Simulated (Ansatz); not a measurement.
Gd (hcp (Mg type)) was relaxed and computed twice in Ansatz (plane waves, PAW), once with PBE and once with PBEsol.

|  | run 1 | run 2 |
|---|---|---|
| cell | a = b = 3.5394 Å, c = 5.6437 Å, α = β = 90.00°, γ = 120.00° | a = 3.6186 Å, b = 3.6186 Å, c = 5.7975 Å, α = 90.00°, β = 90.00°, γ = 120.00° |
| B₀ by P(V) fit (GPa) | 37.3 | 33.7 |
| spin order, net moment (μB/atom) | antiferromagnetic; net 0.00 | antiferromagnetic; net 0.00 |

Q: Which run used which functional?

A: Run 1 is PBEsol, run 2 is PBE.

With the 4f shell in the valence, where a lower state may exist: Gd, hcp (Mg type). Spin orders computed, not proven ground states: Gd, hcp (Mg type) with PBEsol antiferromagnetic; Gd, hcp (Mg type) with PBE antiferromagnetic. All cells were relaxed under the symmetry of their starts (and spin orders); stability against distortions was not tested throughout. Cells of antiferromagnets are given as chemical subcells. No Hubbard U is applied. Spin–orbit coupling is left out wherever it is not named.

Potentials: the earlier of the program's two PAW sets. The files were generated under PBE; for other functionals the program regenerates the frozen cores, and for LDA and PBEsol the local potential too.

Ansatz (a first-principles code) is a plane-wave DFT program.
